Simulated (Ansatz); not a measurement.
NbN:
Space group Fm-3m (No. 225); a = b = c = 4.422 Å, α = β = γ = 90.00°

```csv
atom,site,symmetry,x,y,z
N,4a,m-3m,0.0000,0.0000,0.0000
Nb,4b,m-3m,0.5000,0.5000,0.5000
```
(The calculation used a cell of 2 atoms; values per cell refer to that cell.)

Relaxed with DFT-PBE in the program Ansatz with PAW potentials. Indices refer to the conventional cell of Fm-3m, a = b = c = 4.422 Å, α = β = γ = 90.00°.

### Question
Simulate the powder diffraction pattern (Co Kα, λ = 1.79026 Å; lines above 1 %) up to 2θ = 90°.

### Answer
Simulated powder pattern, Co Kα, λ = 1.79026 Å (kinematic, ideal powder, no thermal factors, no anomalous dispersion; the 30 strongest lines at most, above 1 %, up to 2θ = 90°):

| 2θ (°) | d (Å) | I/Imax (%) | hkl |
|---|---|---|---|
| 41.05 | 2.553 | 100 | (111) |
| 47.77 | 2.211 | 85 | (200) |
| 69.86 | 1.563 | 53 | (220) |
| 84.36 | 1.333 | 43 | (311) |
| 89.06 | 1.276 | 19 | (222) |

The cell was relaxed with PBE under the symmetry of its start. The run is not spin-polarised.

Potentials: the later of the program's two PAW sets.
